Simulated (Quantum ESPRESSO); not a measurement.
**Band energies of LaCN₂Cl**

```
CELL_PARAMETERS angstrom
      5.36357     0.00000     0.00000
      0.00000     4.03846     0.00000
     -1.36965     0.00000     7.50581
ATOMIC_POSITIONS crystal
  C  0.34692 0.25000 0.35825
  C  0.65308 0.75000 0.64175
  N  0.43176 0.75000 0.66077
  N  0.56824 0.25000 0.33923
  N  0.87739 0.75000 0.61845
  N  0.12261 0.25000 0.38155
  Cl 0.74522 0.25000 0.95801
  Cl 0.25478 0.75000 0.04199
  La 0.17723 0.25000 0.73592
  La 0.82277 0.75000 0.26408
```

norm-conserving PBEsol (Quantum ESPRESSO, 110 Ry, no spin-orbit coupling); path ΓYHCEM1AXH1,MDZ,YD; energies in eV from the valence-band maximum.

| k (1/Å) | point | band 28 | band 29 | band 30 | band 31 | band 32 | band 33 | band 34 | band 35 |
|---|---|---|---|---|---|---|---|---|---|
| 0.00 | Γ | -1.39 | -1.18 | -1.11 | -0.64 | -0.38 | 3.20 | 3.45 | 3.62 |
| 0.21 |  | -1.39 | -1.20 | -1.08 | -0.58 | -0.40 | 3.25 | 3.45 | 3.62 |
| 0.42 | Y | -1.40 | -1.23 | -1.06 | -0.51 | -0.43 | 3.30 | 3.45 | 3.65 |
| 0.68 |  | -1.41 | -1.17 | -0.89 | -0.79 | -0.15 | 3.41 | 3.48 | 3.56 |
| 0.95 | H | -1.81 | -1.08 | -0.81 | -0.06 | -0.05 | 3.48 | 3.53 | 3.57 |
| 0.95 | C | -1.83 | -1.12 | -0.82 | -0.05 | -0.02 | 3.48 | 3.54 | 3.57 |
| 1.14 |  | -1.71 | -1.07 | -0.83 | -0.11 | -0.03 | 3.49 | 3.51 | 3.57 |
| 1.34 |  | -1.54 | -0.90 | -0.86 | -0.35 | -0.04 | 3.50 | 3.52 | 3.55 |
| 1.53 |  | -1.43 | -0.87 | -0.71 | -0.57 | -0.15 | 3.53 | 3.55 | 3.56 |
| 1.73 | E | -1.47 | -0.83 | -0.83 | -0.36 | -0.36 | 3.55 | 3.55 | 3.61 |
| 1.73 | M1 | -1.46 | -0.87 | -0.87 | -0.34 | -0.34 | 3.53 | 3.54 | 3.58 |
| 2.04 | A | -1.47 | -0.88 | -0.88 | -0.31 | -0.31 | 3.50 | 3.50 | 3.57 |
| 2.20 |  | -1.49 | -0.96 | -0.72 | -0.43 | -0.18 | 3.50 | 3.52 | 3.55 |
| 2.35 |  | -1.56 | -0.94 | -0.60 | -0.45 | -0.07 | 3.49 | 3.50 | 3.55 |
| 2.51 |  | -1.65 | -0.84 | -0.71 | -0.26 | -0.01 | 3.48 | 3.49 | 3.57 |
| 2.66 |  | -1.77 | -0.82 | -0.72 | -0.11 | 0.00 | 3.43 | 3.51 | 3.56 |
| 2.82 | X | -1.88 | -0.87 | -0.66 | -0.05 | -0.01 | 3.42 | 3.54 | 3.56 |
| 2.82 | H1 | -1.81 | -1.08 | -0.81 | -0.06 | -0.05 | 3.48 | 3.53 | 3.58 |
| 3.63 | M | -1.46 | -0.87 | -0.87 | -0.34 | -0.34 | 3.54 | 3.55 | 3.60 |
| 3.81 |  | -1.51 | -0.90 | -0.90 | -0.35 | -0.35 | 3.50 | 3.51 | 3.56 |
| 3.99 |  | -1.82 | -0.67 | -0.67 | -0.41 | -0.41 | 3.46 | 3.46 | 3.58 |
| 4.16 | D | -2.04 | -0.53 | -0.53 | -0.46 | -0.46 | 3.44 | 3.44 | 3.59 |
| 4.37 |  | -2.05 | -0.60 | -0.60 | -0.39 | -0.39 | 3.43 | 3.43 | 3.61 |
| 4.58 | Z | -2.04 | -0.65 | -0.65 | -0.35 | -0.35 | 3.41 | 3.41 | 3.65 |
| 4.58 | Y | -1.40 | -1.23 | -1.06 | -0.51 | -0.43 | 3.30 | 3.45 | 3.62 |
| 4.71 |  | -1.33 | -1.28 | -1.10 | -0.48 | -0.41 | 3.32 | 3.45 | 3.64 |
| 4.84 |  | -1.28 | -1.24 | -1.16 | -0.41 | -0.35 | 3.36 | 3.45 | 3.61 |
| 4.97 |  | -1.46 | -1.09 | -0.98 | -0.36 | -0.30 | 3.41 | 3.43 | 3.59 |
| 5.10 |  | -1.72 | -0.87 | -0.81 | -0.36 | -0.29 | 3.42 | 3.44 | 3.58 |
| 5.36 | D | -2.04 | -0.53 | -0.53 | -0.46 | -0.46 | 3.44 | 3.44 | 3.60 |

The PBEsol gap is indirect, 3.20 eV, from 80 % of the way from A to X to Γ; the smallest direct gap is 3.42 eV.

The 4f states are in the valence at their DFT position.

Geometry of the Materials Project entry, not relaxed at this level.
